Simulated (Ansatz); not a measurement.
KTaO$_{3}$:
```cif
data_KO3Ta
_chemical_formula_sum 'K1 Ta1 O3'
_space_group_name_H-M_alt 'Pm-3m'
_space_group_IT_number 221
_space_group_name_Hall '-P 4 2 3'
_cell_length_a 3.98932
_cell_length_b 3.98932
_cell_length_c 3.98932
_cell_angle_alpha 90.000
_cell_angle_beta 90.000
_cell_angle_gamma 90.000
loop_
_atom_site_label
_atom_site_type_symbol
_atom_site_symmetry_multiplicity
_atom_site_Wyckoff_symbol
_atom_site_fract_x
_atom_site_fract_y
_atom_site_fract_z
_atom_site_occupancy
K1 K 1 b 0.50000 0.50000 0.50000 1
Ta1 Ta 1 a 0.00000 0.00000 0.00000 1
O1 O 3 d 0.00000 0.00000 0.50000 1
```

Relaxed with r²SCAN.

### Question
Which orbitals make up the states near the band edges in r²SCAN in the plane-wave PAW code Ansatz?

### Answer
Top 1 eV of the valence band: O 2p 97 %. Bottom 1 eV of the conduction band: Ta 5d 90 %, O 2p 9 %. Projections are on Löwdin-orthogonalised atomic valence shells; empty p or d shells of many metals are not among them.

### Question
Tabulate the density of states.

### Answer
States/eV per cell of 5 atoms, in 0.25 eV bins, energy from the valence-band maximum.

| E (eV) | total | O 2p | Ta 5d | Ta 6s |
|---|---|---|---|---|
| -7.87 | 0.00 | 0.00 | 0.00 | 0.00 |
| -7.62 | 0.00 | 0.00 | 0.00 | 0.00 |
| -7.37 | 0.00 | 0.00 | 0.00 | 0.00 |
| -7.12 | 0.00 | 0.00 | 0.00 | 0.00 |
| -6.87 | 0.00 | 0.00 | 0.00 | 0.00 |
| -6.62 | 0.00 | 0.00 | 0.00 | 0.00 |
| -6.37 | 0.00 | 0.00 | 0.00 | 0.00 |
| -6.12 | 0.00 | 0.00 | 0.00 | 0.00 |
| -5.87 | 0.00 | 0.00 | 0.00 | 0.00 |
| -5.62 | 0.50 | 0.34 | 0.10 | 0.05 |
| -5.37 | 3.84 | 2.55 | 0.97 | 0.26 |
| -5.12 | 2.21 | 1.51 | 0.51 | 0.12 |
| -4.87 | 1.39 | 0.98 | 0.29 | 0.07 |
| -4.62 | 1.22 | 0.88 | 0.23 | 0.05 |
| -4.37 | 1.83 | 1.29 | 0.42 | 0.04 |
| -4.12 | 3.28 | 2.33 | 0.73 | 0.06 |
| -3.87 | 2.87 | 2.00 | 0.69 | 0.03 |
| -3.62 | 3.05 | 2.15 | 0.72 | 0.02 |
| -3.37 | 3.58 | 2.63 | 0.75 | 0.02 |
| -3.12 | 4.17 | 3.15 | 0.80 | 0.02 |
| -2.87 | 5.25 | 4.02 | 1.02 | 0.02 |
| -2.62 | 5.24 | 4.29 | 0.73 | 0.01 |
| -2.37 | 2.54 | 2.11 | 0.33 | 0.01 |
| -2.12 | 1.67 | 1.39 | 0.21 | 0.01 |
| -1.87 | 2.27 | 1.97 | 0.17 | 0.01 |
| -1.62 | 2.41 | 2.16 | 0.12 | 0.01 |
| -1.37 | 4.68 | 4.36 | 0.13 | 0.00 |
| -1.12 | 6.64 | 6.27 | 0.16 | 0.00 |
| -0.87 | 5.71 | 5.48 | 0.09 | 0.00 |
| -0.62 | 2.94 | 2.86 | 0.02 | 0.00 |
| -0.37 | 2.61 | 2.57 | 0.01 | 0.00 |
| -0.12 | 2.11 | 2.09 | 0.00 | 0.00 |
| 0.13 | 0.00 | 0.00 | 0.00 | 0.00 |
| 0.38 | 0.00 | 0.00 | 0.00 | 0.00 |
| 0.63 | 0.00 | 0.00 | 0.00 | 0.00 |
| 0.88 | 0.00 | 0.00 | 0.00 | 0.00 |
| 1.13 | 0.00 | 0.00 | 0.00 | 0.00 |
| 1.38 | 0.00 | 0.00 | 0.00 | 0.00 |
| 1.63 | 0.00 | 0.00 | 0.00 | 0.00 |
| 1.88 | 0.00 | 0.00 | 0.00 | 0.00 |
| 2.13 | 0.00 | 0.00 | 0.00 | 0.00 |
| 2.38 | 0.00 | 0.00 | 0.00 | 0.00 |
| 2.63 | 0.03 | 0.00 | 0.03 | 0.00 |
| 2.88 | 0.51 | 0.02 | 0.49 | 0.00 |
| 3.13 | 0.75 | 0.05 | 0.69 | 0.00 |
| 3.38 | 0.78 | 0.08 | 0.68 | 0.00 |
| 3.63 | 0.97 | 0.14 | 0.81 | 0.00 |
| 3.88 | 1.01 | 0.16 | 0.82 | 0.00 |
| 4.13 | 1.10 | 0.20 | 0.86 | 0.00 |
| 4.38 | 1.33 | 0.27 | 1.01 | 0.00 |
| 4.63 | 1.49 | 0.33 | 1.10 | 0.00 |
| 4.88 | 1.66 | 0.40 | 1.19 | 0.00 |
| 5.13 | 2.27 | 0.58 | 1.58 | 0.00 |
| 5.38 | 3.45 | 0.93 | 2.36 | 0.00 |
| 5.63 | 2.66 | 0.72 | 1.76 | 0.00 |
| 5.88 | 1.85 | 0.51 | 1.18 | 0.00 |
| 6.13 | 1.50 | 0.42 | 0.92 | 0.00 |
| 6.38 | 1.25 | 0.36 | 0.75 | 0.00 |
| 6.63 | 1.08 | 0.32 | 0.63 | 0.00 |
| 6.88 | 0.29 | 0.09 | 0.17 | 0.00 |
| 7.13 | 0.03 | 0.00 | 0.02 | 0.00 |
| 7.38 | 0.48 | 0.01 | 0.33 | 0.00 |

The cell was relaxed with r²SCAN under the symmetry of its start; phonons on a q-mesh show no instability. The run is not spin-polarised. Spin–orbit coupling is left out wherever it is not named.

Potentials: the earlier of the program's two PAW sets.
